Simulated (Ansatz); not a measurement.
**CaMg: input, output and frames of a trajectory**

Theory: DFT PBEsol, scalar-relativistic, plane waves, PAW (Ansatz). The runs took a 420 eV cutoff, a shifted (0.5, 0.5, 0.5 steps) 2×2×2 mesh and Fermi–Dirac smearing (0.069 eV). The mesh is coarse. No spin polarisation.

16 atoms, starting at 1.02 times the perfect crystal's volume (space group P4/mmm, the cell as given, not relaxed at this level); constant energy, velocities drawn at 800 K, fixed cell; 20 steps of 3 fs. The run is short and not equilibrated.

The calculation finished and met its thresholds.

Time: 73 s on 4 threads of Arm Neoverse V2 (shared host), peak memory 1.2 GiB.

Command:
```bash
ansatz run input.yaml --threads 4 --pin off --max-ram 5120MiB --backend cpu --events-out ev --progress --plain --runs-dir out
```

Input:
```yaml
crystal:
  lattice:
    - [8.1080889951, 0.0, 0.0]
    - [0.0, 8.1080889951, 0.0]
    - [-4.0540444976, -4.0540444976, 7.774397533]
  atoms:
    - { symbol: Ca, position: [0.125, 0.125, 0.25] }
    - { symbol: Ca, position: [0.375, 0.375, 0.75] }
    - { symbol: Ca, position: [0.125, 0.625, 0.25] }
    - { symbol: Ca, position: [0.375, 0.875, 0.75] }
    - { symbol: Ca, position: [0.625, 0.125, 0.25] }
    - { symbol: Ca, position: [0.875, 0.375, 0.75] }
    - { symbol: Ca, position: [0.625, 0.625, 0.25] }
    - { symbol: Ca, position: [0.875, 0.875, 0.75] }
    - { symbol: Mg, position: [0.25, 0.25, 0.0] }
    - { symbol: Mg, position: [0.5, 0.5, 0.5] }
    - { symbol: Mg, position: [0.25, 0.75, 0.0] }
    - { symbol: Mg, position: [0.5, 0.0, 0.5] }
    - { symbol: Mg, position: [0.75, 0.25, 0.0] }
    - { symbol: Mg, position: [0.0, 0.5, 0.5] }
    - { symbol: Mg, position: [0.75, 0.75, 0.0] }
    - { symbol: Mg, position: [0.0, 0.0, 0.5] }
basis:
  ecutwfc: 420
kpoints:
  mp_grid: { grid: [2, 2, 2], shift: [0.5, 0.5, 0.5] }
hamiltonian:
  xc: pbesol
scf:
  occupations: { method: fermi_dirac, width: 0.0689 }
  lower_state_search: "off"
  convergence: { dr2_threshold: 1.0e-07 }
output:
  forces: true
  stress: true
md:
  timestep: 3.0
  n_steps: 20
  ensemble: nve
  temperature: 800.0
  initial_velocities: maxwell_boltzmann
  seed: 73341
```

Output (its end):
```
...
SCF converged after 5 iterations
Free energy (F): -29646.536428 eV
Harris-Foulkes:  -29646.536428 eV  (|F-HF|=3.26e-8)
Internal energy: -29646.221307 eV  (E = F + TS)
E sigma→0 (E₀):  -29646.378868 eV
Entropy (-TS):   -0.315121 eV (-19.695 meV/atom)
Fermi energy:    4.969141 eV
--- Per-component energies (eV) ---
  E_band       = -4238.535178
  E_kinetic    = 2805.187068
  E_local      = -20250.649404  (includes V_loc(G=0)·N_el)
  E_nonlocal   = 1291.123006
  E_hartree    = 7145.225596
  E_xc         = -1298.786178
  E_vxc        = -1637.180680  (∫ρ·V_xc dr)
  E_paw        = -8946.058878  (= ΣΔE_a)
  E_vpaw       = -737.467956  (= ΣTr[D̂ρ^β])
  E_aug_tail   = -0.000063  (compensation charges beyond the density's cutoff)
  E_ewald      = -10393.683707
  E_core_change = 1.421253  (= ΣΔE_core)
  E_smearing   = -0.315121  (= −TS)
  E_closure    = 0.000000  (closes the sum)
  Σ components = -29646.536428   (vs F -29646.536428, Δ=0.00e0)
--- Forces (eV/Å), atoms counted from 1 ---
  atom   1  Ca     0.36210873    -0.26088812     0.52500153
  atom   2  Ca    -0.32017234     0.07475600    -0.01686251
  atom   3  Ca    -0.53658484    -0.27657988    -0.18342307
  atom   4  Ca     0.16235290    -0.34604780    -0.39873652
  atom   5  Ca    -0.19303730    -0.17662474     0.67382683
  atom   6  Ca    -0.09894816     0.21417021     0.48309342
  atom   7  Ca     0.36476013     0.27260628     0.42552585
  atom   8  Ca    -0.81300865     0.24119187    -0.00460369
  atom   9  Mg    -0.58973749    -0.19345807    -0.46178046
  atom  10  Mg     0.10854451     0.25263245    -0.12487995
  atom  11  Mg     0.18162067    -0.20793276     0.16056359
  atom  12  Mg     0.62064981    -0.07606141    -0.24369482
  atom  13  Mg    -0.20723693     0.52133389    -0.31260308
  atom  14  Mg     0.03213297     0.18800789     0.03439700
  atom  15  Mg     0.26166871    -0.34965107    -0.27542375
  atom  16  Mg     0.66483825     0.12254357    -0.28031245
  max |Σ_I F_I| component: 8.79e-5 eV/Å
--- Stress (GPa, compression-positive) ---
        0.186728      -0.070310       0.083651
       -0.070310      -0.273339       0.092291
        0.083651       0.092291      -1.114293
  P = ⅓ Tr σ = -0.4003 GPa (-4.003 kbar)
--- MD trajectory: 20 steps, t = 0.0 → 60.0 fs ---
  final state: T = 219.4 K   F+E_penalty+E_count = -29646.53642826 eV   E_kin = 0.425354 eV
  conserved energy: peak-to-peak 2.255e-3 eV (1.409e-4 eV/atom) over 60.0 fs
```

Frames along the run (Å, eV/Å; dE is the potential energy from the first frame):

```xyz
16
Lattice="8.108 0.000 0.000 0.000 8.108 0.000 -4.054 -4.054 7.774" Properties=species:S:1:pos:R:3:forces:R:3 pbc="T T T" time_fs=0.00 dE_eV=0.0000 T_K=800
Ca    0.000    0.000    1.944    0.000    0.000    0.000
Ca    0.000    0.000    5.831    0.000    0.000    0.000
Ca    0.000    4.054    1.944    0.000    0.000    0.000
Ca    0.000    4.054    5.831    0.000    0.000    0.000
Ca    4.054    0.000    1.944    0.000    0.000    0.000
Ca    4.054    0.000    5.831    0.000    0.000    0.000
Ca    4.054    4.054    1.944    0.000    0.000    0.000
Ca    4.054    4.054    5.831    0.000    0.000    0.000
Mg    2.027    2.027    0.000    0.000    0.000    0.000
Mg    2.027    2.027    3.887    0.000    0.000    0.000
Mg    2.027    6.081    0.000    0.000    0.000    0.000
Mg    2.027   -2.027    3.887    0.000    0.000    0.000
Mg    6.081    2.027    0.000    0.000    0.000    0.000
Mg   -2.027    2.027    3.887    0.000    0.000    0.000
Mg    6.081    6.081    0.000    0.000    0.000    0.000
Mg   -2.027   -2.027    3.887    0.000    0.000    0.000
16
Lattice="8.108 0.000 0.000 0.000 8.108 0.000 -4.054 -4.054 7.774" Properties=species:S:1:pos:R:3:forces:R:3 pbc="T T T" time_fs=6.00 dE_eV=0.0376 T_K=781
Ca    0.003    0.011    1.900    0.019   -0.043    0.108
Ca    0.024    0.002    5.852   -0.072   -0.001    0.002
Ca    0.024    4.072    1.958   -0.105   -0.027   -0.025
Ca   -0.016    4.084    5.857   -0.002   -0.066   -0.061
Ca    4.044    0.008    1.906   -0.059   -0.044    0.122
Ca    4.053   -0.023    5.807   -0.034    0.030    0.117
Ca    4.041    4.044    1.933    0.033    0.045    0.078
Ca    4.111    4.031    5.819   -0.142    0.045    0.014
Mg    2.066    2.062    0.041   -0.100   -0.025   -0.085
Mg    2.010    2.000    3.900    0.025    0.051   -0.026
Mg    2.011    6.078   -0.015    0.043   -0.050    0.007
Mg    1.957   -2.006    3.911    0.153   -0.029   -0.043
Mg    6.094    1.979    0.029   -0.002    0.082   -0.057
Mg   -2.023    1.981    3.873    0.027    0.044   -0.011
Mg    6.060    6.123    0.024    0.071   -0.057   -0.062
Mg   -2.073   -2.019    3.894    0.143    0.043   -0.076
16
Lattice="8.108 0.000 0.000 0.000 8.108 0.000 -4.054 -4.054 7.774" Properties=species:S:1:pos:R:3:forces:R:3 pbc="T T T" time_fs=9.00 dE_eV=0.0837 T_K=757
Ca    0.005    0.017    1.878    0.037   -0.065    0.161
Ca    0.035    0.003    5.863   -0.109    0.002    0.007
Ca    0.035    4.081    1.965   -0.155   -0.043   -0.038
Ca   -0.023    4.098    5.869   -0.001   -0.097   -0.091
Ca    4.039    0.011    1.887   -0.088   -0.065    0.185
Ca    4.053   -0.035    5.795   -0.050    0.046    0.173
Ca    4.034    4.039    1.929    0.056    0.070    0.118
Ca    4.140    4.019    5.813   -0.212    0.064    0.022
Mg    2.085    2.079    0.061   -0.152   -0.039   -0.130
Mg    2.002    1.986    3.906    0.037    0.076   -0.040
Mg    2.004    6.076   -0.023    0.066   -0.077    0.012
Mg    1.923   -1.996    3.922    0.224   -0.040   -0.066
Mg    6.101    1.955    0.043   -0.007    0.127   -0.088
Mg   -2.021    1.959    3.867    0.039    0.064   -0.017
Mg    6.050    6.144    0.036    0.103   -0.085   -0.093
Mg   -2.096   -2.014    3.897    0.213    0.062   -0.115
16
Lattice="8.108 0.000 0.000 0.000 8.108 0.000 -4.054 -4.054 7.774" Properties=species:S:1:pos:R:3:forces:R:3 pbc="T T T" time_fs=15.00 dE_eV=0.2241 T_K=685
Ca    0.009    0.028    1.836    0.086   -0.108    0.265
Ca    0.058    0.004    5.884   -0.181    0.013    0.026
Ca    0.057    4.098    1.979   -0.251   -0.077   -0.063
Ca   -0.039    4.127    5.894    0.003   -0.155   -0.148
Ca    4.029    0.018    1.852   -0.145   -0.104    0.314
Ca    4.051   -0.057    5.773   -0.080    0.077    0.277
Ca    4.021    4.029    1.920    0.113    0.125    0.201
Ca    4.195    3.996    5.801   -0.350    0.096    0.036
Mg    2.121    2.113    0.100   -0.262   -0.070   -0.223
Mg    1.986    1.961    3.919    0.062    0.122   -0.070
Mg    1.989    6.072   -0.038    0.110   -0.130    0.025
Mg    1.857   -1.976    3.945    0.353   -0.057   -0.112
Mg    6.113    1.909    0.071   -0.025    0.221   -0.155
Mg   -2.016    1.914    3.853    0.059    0.098   -0.026
Mg    6.031    6.185    0.059    0.164   -0.142   -0.153
Mg   -2.138   -2.005    3.902    0.345    0.091   -0.194
16
Lattice="8.108 0.000 0.000 0.000 8.108 0.000 -4.054 -4.054 7.774" Properties=species:S:1:pos:R:3:forces:R:3 pbc="T T T" time_fs=18.00 dE_eV=0.3142 T_K=638
Ca    0.011    0.033    1.816    0.117   -0.130    0.315
Ca    0.069    0.005    5.895   -0.216    0.021    0.038
Ca    0.068    4.106    1.986   -0.295   -0.095   -0.076
Ca   -0.047    4.141    5.906    0.007   -0.181   -0.176
Ca    4.023    0.021    1.835   -0.173   -0.121    0.378
Ca    4.050   -0.068    5.763   -0.094    0.093    0.325
Ca    4.015    4.025    1.916    0.147    0.154    0.242
Ca    4.221    3.985    5.795   -0.415    0.110    0.041
Mg    2.138    2.130    0.118   -0.318   -0.087   -0.269
Mg    1.979    1.948    3.924    0.074    0.142   -0.085
Mg    1.983    6.069   -0.045    0.132   -0.157    0.033
Mg    1.826   -1.966    3.955    0.410   -0.063   -0.135
Mg    6.120    1.887    0.084   -0.039    0.270   -0.190
Mg   -2.013    1.892    3.845    0.067    0.112   -0.030
Mg    6.023    6.204    0.070    0.191   -0.171   -0.181
Mg   -2.158   -2.000    3.904    0.406    0.102   -0.232
16
Lattice="8.108 0.000 0.000 0.000 8.108 0.000 -4.054 -4.054 7.774" Properties=species:S:1:pos:R:3:forces:R:3 pbc="T T T" time_fs=24.00 dE_eV=0.5198 T_K=532
Ca    0.016    0.042    1.778    0.189   -0.173    0.409
Ca    0.088    0.007    5.917   -0.279    0.041    0.064
Ca    0.086    4.123    1.999   -0.375   -0.132   -0.101
Ca   -0.062    4.167    5.928    0.019   -0.227   -0.228
Ca    4.010    0.026    1.803   -0.223   -0.152    0.499
Ca    4.048   -0.090    5.745   -0.120    0.124    0.410
Ca    4.004    4.017    1.910    0.220    0.215    0.324
Ca    4.271    3.964    5.783   -0.535    0.134    0.046
Mg    2.168    2.162    0.152   -0.427   -0.123   -0.359
Mg    1.964    1.925    3.935    0.094    0.179   -0.113
Mg    1.971    6.061   -0.060    0.171   -0.206    0.052
Mg    1.768   -1.948    3.975    0.508   -0.071   -0.179
Mg    6.132    1.847    0.107   -0.073    0.366   -0.258
Mg   -2.007    1.850    3.831    0.079    0.135   -0.034
Mg    6.007    6.242    0.089    0.238   -0.228   -0.232
Mg   -2.192   -1.988    3.904    0.515    0.117   -0.301
16
Lattice="8.108 0.000 0.000 0.000 8.108 0.000 -4.054 -4.054 7.774" Properties=species:S:1:pos:R:3:forces:R:3 pbc="T T T" time_fs=27.00 dE_eV=0.6284 T_K=476
Ca    0.019    0.046    1.760    0.228   -0.194    0.451
Ca    0.098    0.009    5.928   -0.307    0.051    0.076
Ca    0.094    4.130    2.005   -0.409   -0.150   -0.112
Ca   -0.070    4.179    5.939    0.027   -0.247   -0.252
Ca    4.003    0.029    1.789   -0.245   -0.164    0.555
Ca    4.046   -0.100    5.737   -0.131    0.139    0.447
Ca    3.999    4.014    1.908    0.257    0.244    0.362
Ca    4.295    3.953    5.778   -0.589    0.146    0.046
Mg    2.181    2.178    0.167   -0.479   -0.141   -0.401
Mg    1.957    1.915    3.940    0.103    0.195   -0.126
Mg    1.966    6.056   -0.066    0.188   -0.228    0.062
Mg    1.742   -1.939    3.984    0.548   -0.074   -0.199
Mg    6.138    1.828    0.118   -0.093    0.412   -0.289
Mg   -2.003    1.830    3.823    0.082    0.144   -0.035
Mg    6.001    6.259    0.097    0.257   -0.255   -0.254
Mg   -2.207   -1.982    3.903    0.562    0.121   -0.331
16
Lattice="8.108 0.000 0.000 0.000 8.108 0.000 -4.054 -4.054 7.774" Properties=species:S:1:pos:R:3:forces:R:3 pbc="T T T" time_fs=33.00 dE_eV=0.8386 T_K=368
Ca    0.027    0.053    1.728    0.303   -0.233    0.523
Ca    0.114    0.011    5.951   -0.351    0.071    0.096
Ca    0.108    4.145    2.017   -0.468   -0.184   -0.134
Ca   -0.085    4.203    5.959    0.047   -0.280   -0.296
Ca    3.987    0.032    1.765   -0.279   -0.184    0.649
Ca    4.042   -0.120    5.725   -0.148    0.167    0.506
Ca    3.991    4.009    1.906    0.327    0.297    0.430
Ca    4.337    3.934    5.767   -0.681    0.167    0.039
Mg    2.201    2.207    0.192   -0.571   -0.175   -0.473
Mg    1.945    1.896    3.948    0.117    0.221   -0.148
Mg    1.957    6.044   -0.080    0.217   -0.265    0.084
Mg    1.695   -1.921    4.000    0.612   -0.076   -0.234
Mg    6.148    1.796    0.136   -0.136    0.493   -0.344
Mg   -1.995    1.790    3.808    0.085    0.157   -0.032
Mg    5.991    6.291    0.111    0.288   -0.304   -0.290
Mg   -2.230   -1.968    3.896    0.639    0.125   -0.377
16
Lattice="8.108 0.000 0.000 0.000 8.108 0.000 -4.054 -4.054 7.774" Properties=species:S:1:pos:R:3:forces:R:3 pbc="T T T" time_fs=36.00 dE_eV=0.9327 T_K=320
Ca    0.032    0.055    1.713    0.337   -0.249    0.552
Ca    0.121    0.013    5.963   -0.367    0.080    0.102
Ca    0.113    4.151    2.023   -0.492   -0.200   -0.143
Ca   -0.092    4.213    5.967    0.059   -0.293   -0.316
Ca    3.978    0.033    1.755   -0.291   -0.191    0.686
Ca    4.039   -0.129    5.720   -0.154    0.179    0.528
Ca    3.989    4.007    1.907    0.358    0.318    0.458
Ca    4.357    3.924    5.762   -0.719    0.178    0.034
Mg    2.209    2.221    0.202   -0.608   -0.190   -0.501
Mg    1.939    1.887    3.951    0.122    0.231   -0.155
Mg    1.955    6.037   -0.086    0.227   -0.277    0.095
Mg    1.675   -1.913    4.006    0.634   -0.076   -0.249
Mg    6.152    1.782    0.143   -0.157    0.527   -0.365
Mg   -1.991    1.771    3.800    0.084    0.162   -0.029
Mg    5.988    6.306    0.116    0.298   -0.325   -0.304
Mg   -2.238   -1.960    3.891    0.668    0.124   -0.392
16
Lattice="8.108 0.000 0.000 0.000 8.108 0.000 -4.054 -4.054 7.774" Properties=species:S:1:pos:R:3:forces:R:3 pbc="T T T" time_fs=42.00 dE_eV=1.0826 T_K=243
Ca    0.044    0.059    1.687    0.390   -0.273    0.589
Ca    0.132    0.016    5.987   -0.384    0.094    0.102
Ca    0.120    4.163    2.032   -0.528   -0.228   -0.160
Ca   -0.107    4.233    5.983    0.085   -0.315   -0.350
Ca    3.959    0.034    1.739   -0.299   -0.199    0.736
Ca    4.033   -0.147    5.714   -0.157    0.198    0.554
Ca    3.985    4.006    1.911    0.402    0.345    0.494
Ca    4.390    3.907    5.751   -0.777    0.198    0.020
Mg    2.216    2.247    0.217   -0.660   -0.211   -0.538
Mg    1.930    1.873    3.956    0.127    0.247   -0.164
Mg    1.951    6.019   -0.097    0.238   -0.290    0.116
Mg    1.642   -1.898    4.017    0.662   -0.075   -0.268
Mg    6.160    1.761    0.153   -0.193    0.574   -0.390
Mg   -1.981    1.736    3.784    0.078    0.170   -0.019
Mg    5.984    6.331    0.124    0.309   -0.356   -0.319
Mg   -2.247   -1.944    3.876    0.706    0.122   -0.403
16
Lattice="8.108 0.000 0.000 0.000 8.108 0.000 -4.054 -4.054 7.774" Properties=species:S:1:pos:R:3:forces:R:3 pbc="T T T" time_fs=45.00 dE_eV=1.1335 T_K=216
Ca    0.051    0.060    1.676    0.406   -0.281    0.596
Ca    0.137    0.018    5.999   -0.385    0.097    0.095
Ca    0.122    4.168    2.037   -0.539   -0.240   -0.166
Ca   -0.114    4.242    5.990    0.099   -0.324   -0.364
Ca    3.948    0.034    1.734   -0.295   -0.200    0.748
Ca    4.029   -0.155    5.713   -0.154    0.205    0.558
Ca    3.985    4.007    1.915    0.415    0.350    0.502
Ca    4.405    3.899    5.746   -0.798    0.208    0.013
Mg    2.217    2.258    0.222   -0.672   -0.216   -0.545
Mg    1.925    1.867    3.957    0.128    0.251   -0.164
Mg    1.951    6.008   -0.102    0.238   -0.290    0.126
Mg    1.629   -1.890    4.021    0.668   -0.074   -0.273
Mg    6.162    1.753    0.157   -0.207    0.586   -0.393
Mg   -1.976    1.719    3.776    0.073    0.173   -0.012
Mg    5.984    6.342    0.126    0.309   -0.366   -0.321
Mg   -2.247   -1.935    3.867    0.715    0.121   -0.399
16
Lattice="8.108 0.000 0.000 0.000 8.108 0.000 -4.054 -4.054 7.774" Properties=species:S:1:pos:R:3:forces:R:3 pbc="T T T" time_fs=51.00 dE_eV=1.1814 T_K=192
Ca    0.068    0.060    1.658    0.415   -0.284    0.589
Ca    0.143    0.023    6.025   -0.373    0.097    0.066
Ca    0.122    4.177    2.045   -0.550   -0.259   -0.176
Ca   -0.127    4.257    6.000    0.126   -0.336   -0.385
Ca    3.925    0.032    1.727   -0.271   -0.196    0.744
Ca    4.021   -0.170    5.715   -0.140    0.212    0.547
Ca    3.986    4.011    1.925    0.417    0.337    0.495
Ca    4.428    3.884    5.736   -0.821    0.224    0.001
Mg    2.210    2.279    0.226   -0.668   -0.217   -0.535
Mg    1.918    1.859    3.959    0.124    0.256   -0.157
Mg    1.952    5.984   -0.111    0.227   -0.273    0.142
Mg    1.610   -1.876    4.025    0.663   -0.073   -0.272
Mg    6.165    1.744    0.159   -0.221    0.585   -0.380
Mg   -1.964    1.686    3.760    0.060    0.179    0.004
Mg    5.987    6.359    0.127    0.299   -0.373   -0.314
Mg   -2.241   -1.916    3.844    0.714    0.120   -0.370
16
Lattice="8.108 0.000 0.000 0.000 8.108 0.000 -4.054 -4.054 7.774" Properties=species:S:1:pos:R:3:forces:R:3 pbc="T T T" time_fs=54.00 dE_eV=1.1787 T_K=193
Ca    0.078    0.059    1.651    0.406   -0.280    0.575
Ca    0.145    0.026    6.037   -0.360    0.092    0.043
Ca    0.121    4.181    2.048   -0.550   -0.266   -0.180
Ca   -0.133    4.264    6.005    0.139   -0.340   -0.392
Ca    3.912    0.031    1.727   -0.250   -0.191    0.729
Ca    4.017   -0.177    5.717   -0.129    0.214    0.531
Ca    3.989    4.014    1.932    0.406    0.321    0.479
Ca    4.437    3.878    5.731   -0.823    0.231   -0.003
Mg    2.203    2.289    0.224   -0.651   -0.211   -0.518
Mg    1.915    1.856    3.958    0.120    0.256   -0.149
Mg    1.955    5.970   -0.114    0.216   -0.257    0.149
Mg    1.604   -1.870    4.026    0.653   -0.073   -0.266
Mg    6.166    1.743    0.158   -0.222    0.572   -0.363
Mg   -1.958    1.671    3.752    0.051    0.181    0.014
Mg    5.990    6.366    0.126    0.289   -0.369   -0.304
Mg   -2.234   -1.905    3.830    0.703    0.120   -0.345
16
Lattice="8.108 0.000 0.000 0.000 8.108 0.000 -4.054 -4.054 7.774" Properties=species:S:1:pos:R:3:forces:R:3 pbc="T T T" time_fs=60.00 dE_eV=1.1276 T_K=219
Ca    0.100    0.055    1.641    0.362   -0.261    0.525
Ca    0.147    0.032    6.063   -0.320    0.075   -0.017
Ca    0.114    4.186    2.054   -0.537   -0.277   -0.183
Ca   -0.145    4.275    6.011    0.162   -0.346   -0.399
Ca    3.885    0.026    1.730   -0.193   -0.177    0.674
Ca    4.007   -0.189    5.725   -0.099    0.214    0.483
Ca    3.996    4.022    1.949    0.365    0.273    0.426
Ca    4.450    3.866    5.721   -0.813    0.241   -0.005
Mg    2.183    2.305    0.217   -0.590   -0.193   -0.462
Mg    1.911    1.852    3.956    0.109    0.253   -0.125
Mg    1.961    5.940   -0.120    0.182   -0.208    0.161
Mg    1.600   -1.857    4.025    0.621   -0.076   -0.244
Mg    6.164    1.746    0.152   -0.207    0.521   -0.313
Mg   -1.945    1.643    3.735    0.032    0.188    0.034
Mg    5.999    6.376    0.120    0.262   -0.350   -0.275
Mg   -2.213   -1.883    3.799    0.665    0.123   -0.280
```